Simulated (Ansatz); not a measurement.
NbAs (CsCl type, Pm-3m) at seven volumes, plane-wave PAW r²SCAN (Ansatz code), scaled uniformly. One row is withheld.

```tsv
V (Å³/atom)	P (GPa)
15.031	20.17
15.527	12.36
16.022	5.69
16.518	0.00
17.013	-4.84
17.509	?
18.004	-12.46
```

Problem. Fit the shown pressures and predict the withheld one.

Solution. P = (3/2)B₀(x^(7/2) − x^(5/2))[1 + (3/4)(B′ − 4)(x − 1)] with x = (V₀/V)^(2/3). Least squares on the six rows gives V₀ = 16.519 Å³/atom, B₀ = 174 GPa, B′ = 4.32. At V = 17.509, x = 0.9619 and P = -8.93 GPa. The run itself gave -8.96 GPa.

A made-up cell: these elements were put on the sites of a structure type; neither database checked (COD, Materials Project) lists it. COD files the formula under space group No. 109, so this cell is another polymorph or a model. Its standing as an ambient phase is unchecked. Symmetry was held in the r²SCAN relaxation; its stability against distortions is not shown here. The run is not spin-polarised.

Potentials: the later of the program's two PAW sets.
